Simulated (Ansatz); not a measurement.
Problem. Each is relaxed and computed with plane-wave PAW r²SCAN (Ansatz code). Which is the only one with a gap?
A) SnSe, Pnma (Sn on 4c, Se on 4c)
B) HfSiW, Pnma (Hf on 4c, Si on 4c, W on 4c)
C) YSiNi, Pnma (Y on 4c, Si on 4c, Ni on 4c)
D) TaSiNi, Pnma (Ta on 4c, Si on 4c, Ni on 4c)

Solution. A, SnSe, Pnma (Sn on 4c, Se on 4c). SnSe: gap 1.01 eV (indirect); YSiNi: metal; TaSiNi: metal; HfSiW: metal. Standing as an ambient phase not checked: YSiNi, Pnma (Y on 4c, Si on 4c, Ni on 4c); TaSiNi, Pnma (Ta on 4c, Si on 4c, Ni on 4c); HfSiW, Pnma (Hf on 4c, Si on 4c, W on 4c). Weakly bound layers, chains or molecules computed without a dispersion correction, so cells and soft constants are ill determined: SnSe, Pnma (Sn on 4c, Se on 4c). All cells were relaxed under the symmetry of their starts (and spin orders); stability against distortions was not tested throughout. Rows with no word on spin ran without spin polarisation. Scalar-relativistic: spin–orbit coupling is off unless named, which matters more the heavier the elements.

Potentials: the earlier of the program's two PAW sets.
